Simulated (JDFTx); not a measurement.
Reference run:

| Quantity | Result |
|---|---|
| surface | Au(110) |
| bulk | Au, Fm-3m, lattice of mp-81 (not re-optimised) |
| slab | 5 atoms in 5 planes, 1x1, 5.9 Å between the outermost planes |
| in-plane cell | 4.171 × 2.950 Å, 12.30 Å² |
| cell height | 21.9 Å |
| sampling | 6×8×1 k mesh, Fermi smearing 0.01 Ha, no spin polarisation |

The reference is PBE, GBRV ultrasoft potentials, plane waves to 20/100 Ha; code: JDFTx (a modified build). Unrelaxed; liquid: linear PCM (GLSSA13), water, 1 M NaF. U vs SHE = −μ/e − 4.44 V throughout (conventional absolute potential of the hydrogen electrode).

```tsv
plane-wave cutoffs	work function (eV)	U_pzc (V)	mean C above U_pzc (μF/cm²)	k states × plane waves	cycles, vacuum run	rough core time, vacuum run
10/50 Ha	5.02	0.39	15 over 0.5 V	20 × 2745	19	3 min
12/60 Ha	5.02	0.40	15 over 0.5 V	20 × 3610	19	5 min
15/75 Ha	5.02	0.40	15 over 0.5 V	20 × 5040	19	6 min
20/100 Ha	5.02	0.40	15 over 0.5 V	20 × 7769	19	10 min
25/125 Ha	5.02	0.39	15 over 0.5 V	20 × 10858	19	10 min
30/150 Ha	5.02	0.40	15 over 0.5 V	20 × 14269	19	20 min
```

The work function stays within 0.01 eV over all these settings; capacitances repeat to about ±0.2 μF/cm². The times are rough (shared hosts); only ratios past two mean anything.
